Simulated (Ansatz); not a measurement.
Sb (A7 (α-As type)), relaxed with PBEsol (Ansatz, a first-principles code, plane waves, PAW): a = 4.3219 Å, b = 4.3219 Å, c = 11.0655 Å, α = 90.00°, β = 90.00°, γ = 120.00°.

Problem. The same phase is relaxed and computed with r²SCAN in the same code. What is the cell now?

Solution. a = b = 4.3427 Å, c = 11.6099 Å, α = β = 90.00°, γ = 120.00°.

All cells were relaxed under the symmetry of their starts (and spin orders); stability against distortions was not tested throughout. Spin–orbit coupling is left out wherever it is not named.

Potentials: the earlier of the program's two PAW sets. The files were generated under PBE; for other functionals the program regenerates the frozen cores, and for LDA and PBEsol the local potential too.

Ansatz is a plane-wave DFT program.
